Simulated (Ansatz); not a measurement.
### Question
Each is relaxed and computed with PBE (plane waves, PAW; program Ansatz). Which is the only metal?
A) TaGe2, P6/mmm (Ta on 1a, Ge on 2d)
B) Si3Ge, P-4m2 (Si on 2g, Si on 1a, Ge on 1c)
C) Ge3N4, P6_3/m (Ge on 6h, N on 2c, N on 6h)
D) SiGe, R-3m (Si on 6c, Ge on 6c)

### Answer
A, TaGe2, P6/mmm (Ta on 1a, Ge on 2d). TaGe2: metal; Si3Ge: gap 0.39 eV (indirect); SiGe: gap 0.38 eV (indirect); Ge3N4: gap 1.81 eV (direct). Constructed cells (a structure type filled with these elements, in neither database checked): TaGe2, P6/mmm (Ta on 1a, Ge on 2d). Typed or built starts, not in the databases checked: Si3Ge, P-4m2 (Si on 2g, Si on 1a, Ge on 1c); SiGe, R-3m (Si on 6c, Ge on 6c). All cells were relaxed under the symmetry of their starts (and spin orders); stability against distortions was not tested throughout. Rows with no word on spin ran without spin polarisation. Scalar-relativistic: spin–orbit coupling is off unless named, which matters more the heavier the elements.

Potentials: the earlier of the program's two PAW sets.
